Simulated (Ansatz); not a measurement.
Here is the system:

NiTe (NiAs type)

```
CELL_PARAMETERS angstrom
      3.97290     0.00000     0.00000
     -1.98645     3.44064     0.00000
      0.00000     0.00000     5.17540
ATOMIC_POSITIONS crystal
  Ni 0.00000 0.00000 0.00000
  Ni 0.00000 0.00000 0.50000
  Te 0.33333 0.66667 0.25000
  Te 0.66667 0.33333 0.75000
```

This relaxed cell (volume V₀) is scaled evenly in all directions, its shape held. Symmetry pins the atoms to their sites.

These are PBEsol (plane waves to 420 eV, PAW, scalar-relativistic; Ansatz, a program for electronic structure) values and carry that method's errors. k mesh 14×14×9 (Γ-centred), Fermi-Dirac smearing 0.05 eV. The energy includes the smearing's −TS. Stress and pressure are positive under compression. With the shape held, the modulus is that of even scaling; a crystal free to change shape is softer. NiTe is run without spin polarisation. NiTe was relaxed with its symmetry unable to fall. Spin-orbit coupling is left out, though Te is heavy. The zero of ΔE is the relaxed starting cell.

The scan covers V/V₀ from 0.840 to 1.160 in 9 points.

### Question
What is the fitted pressure derivative B₀′?

### Answer
4.9.

### Question
What bulk modulus at fixed cell shape B₀ follows from a third-order Birch-Murnaghan fit?

### Answer
119 GPa.

(A scan under strain: stresses follow from slopes of the energy per volume, elastic moduli from its curvatures.)
